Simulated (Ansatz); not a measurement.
LaGa2:
```yaml
crystal:
  lattice:
    - [4.29474, 0.00000, 0.00000]
    - [-2.14737, 3.71935, 0.00000]
    - [0.00000, 0.00000, 4.49235]
  atoms:
    - { symbol: La, position: [0.00000, 0.00000, 0.00000] }
    - { symbol: Ga, position: [0.33333, 0.66667, 0.50000] }
    - { symbol: Ga, position: [0.66667, 0.33333, 0.50000] }
```

Relaxed with r²SCAN. Special points in fractions of this cell's reciprocal vectors: Γ (0.000, 0.000, 0.000); M (0.500, 0.000, 0.000); K (0.333, 0.333, 0.000); A (0.000, 0.000, 0.500); L (0.500, 0.000, 0.500); H (0.333, 0.333, 0.500).

Problem. List the band energies nearest the Fermi level at these points for r²SCAN in the plane-wave PAW code Ansatz.

Solution. In eV from the Fermi level; about four levels below and three above (degenerate sets whole), none deeper than 8.9 eV; points with the same levels are listed once.

```csv
k,below,above
Γ,-0.65 -0.65 -0.32 -0.17,0.65 2.09 2.09
M,-6.19 -1.07 -1.06 -0.59,1.61 2.17 2.32
K,-6.19 -6.19 -3.55 -0.19 -0.19,1.75 1.75 2.11
A,-8.39 -3.60,0.31 0.31 1.12 1.12
L,-5.15 -2.08 -1.46 -0.37,1.72 2.34 2.37
H,-6.59 -6.59 -2.09 -0.68 -0.68,2.20 2.34 2.34
```

Space group P6/mmm. The first step of the workflow began from a Materials Project structure, measured or hypothetical; the Crystallography Open Database files this formula in space group No. 191, but the cells were not matched. Whether it is the stable phase at ambient conditions was not checked. The r²SCAN relaxation kept the symmetry of its start; whether a distortion lowers the energy is not shown. Scalar-relativistic: spin–orbit coupling is off unless named, which matters more the heavier the elements.

Potentials: the later of the program's two PAW sets.
